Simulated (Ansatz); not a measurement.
AlN:
```
AlN
1.0
    3.11818     0.00000     0.00000
   -1.55909     2.70042     0.00000
    0.00000     0.00000    15.19865
Al N
6 6
Direct
  0.00000   0.00000   0.99964
  0.00000   0.00000   0.49964
  0.66667   0.33333   0.83389
  0.33333   0.66667   0.33389
  0.66667   0.33333   0.16673
  0.33333   0.66667   0.66673
  0.00000   0.00000   0.87450
  0.00000   0.00000   0.37450
  0.66667   0.33333   0.70803
  0.33333   0.66667   0.20803
  0.66667   0.33333   0.04091
  0.33333   0.66667   0.54091
```

Tensor components refer to the Cartesian frame of this cell.

Task: Give the proper piezoelectric stress tensor with relaxed ions from the program Ansatz at the PBE level (PAW).

Result: In C/m², rows x, y, z, Voigt columns; mesh uncertainty up to 0.00.
```
 0.00   0.00   0.00   0.00   0.28   0.00
 0.00   0.00   0.00   0.28   0.00   0.00
 0.36   0.36  -0.80   0.00   0.00   0.00
```

The elastic tensor of the same run (GPa):

|  | 1 | 2 | 3 | 4 | 5 | 6 |
|---|---|---|---|---|---|---|
| 1 | 368 | 135 | 80.6 | 0.0 | 0.0 | 0.0 |
| 2 | 135 | 368 | 80.6 | 0.0 | 0.0 | 0.0 |
| 3 | 80.6 | 80.6 | 408 | 0.0 | 0.0 | 0.0 |
| 4 | 0.0 | 0.0 | 0.0 | 105 | 0.0 | 0.0 |
| 5 | 0.0 | 0.0 | 0.0 | 0.0 | 105 | 0.0 |
| 6 | 0.0 | 0.0 | 0.0 | 0.0 | 0.0 | 117 |

Task: Convert to strain constants d = e·S.

Result: In pC/N:
```
 0.0   0.0   0.0   0.0   2.7   0.0
 0.0   0.0   0.0   2.7   0.0   0.0
 1.1   1.1  -2.4   0.0   0.0   0.0
```

Space group P6_3mc. The cell is a constructed one: a structure type filled with these elements. Its sites differ from those of the usual phase in this space group: another stacking or structure type. Symmetry was held in the PBE relaxation; phonons on a q-mesh show no instability.

Potentials: the later of the program's two PAW sets.
